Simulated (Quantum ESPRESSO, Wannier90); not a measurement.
# CaS (rock salt): Wannier90 run

Cell from Materials Project (mp-1672), symmetrised, no further relaxation. COD (Crystallography Open Database) has an entry of this formula and space group (matched by these alone). Computed values, not measurements, from PBEsol: Quantum ESPRESSO (norm-conserving PseudoDojo potentials, cutoff 55 Ry, no spin polarisation, no spin-orbit coupling) on a Γ-centred 10×10×10 mesh, then Wannier90. Density: 10×10×10 mesh, cold smearing 0.01 Ry.

```
begin unit_cell_cart
ang
    0.0000000000    2.8523750000    2.8523750000
    2.8523750000    0.0000000000    2.8523750000
    2.8523750000    2.8523750000    0.0000000000
end unit_cell_cart
mp_grid = 10 10 10
```

Neighbour vectors b of the finite-difference formula (Å⁻¹), by shell:

```csv
shell,b_x,b_y,b_z
1,0.11014,0.11014,-0.11014
1,0.11014,-0.11014,0.11014
1,-0.11014,0.11014,0.11014
1,0.11014,0.11014,0.11014
1,-0.11014,-0.11014,0.11014
1,-0.11014,0.11014,-0.11014
1,0.11014,-0.11014,-0.11014
1,-0.11014,-0.11014,-0.11014
```

Task: Find the weights w_b from the completeness condition Σ_b w_b b_α b_β = δ_αβ.

Result: Shell 1: Σ b_x² = 0.097, Σ b_y² = 0.097, Σ b_z² = 0.097 Å⁻²
Each of the three diagonal sums, weighted, has to give 1 and the off-diagonal ones 0, which holds for w_1 = 10.3 Å². Check on xx: 10.30×0.097 = 1.00.

On this mesh the 4 functions of bands 5-8 (valence bands; start: SCDM (isolated), conv_tol = 1.0e-6) end with spreads 1.6895, 1.6868, 1.6880, 1.6952 Å², Ω_I = 5.6683 Å² and Ω_D = 0.0001 Å².

Ω_total is the sum of the spreads, 6.760 Å². Ω_OD = Ω_total − Ω_I − Ω_D = 1.091 Å². Only (Ω_D + Ω_OD)/Ω_total = 16.1 % depends on the gauge, and another start could lower the total by that share at most. The rms radius is √(Ω_total/4) = 1.30 Å.
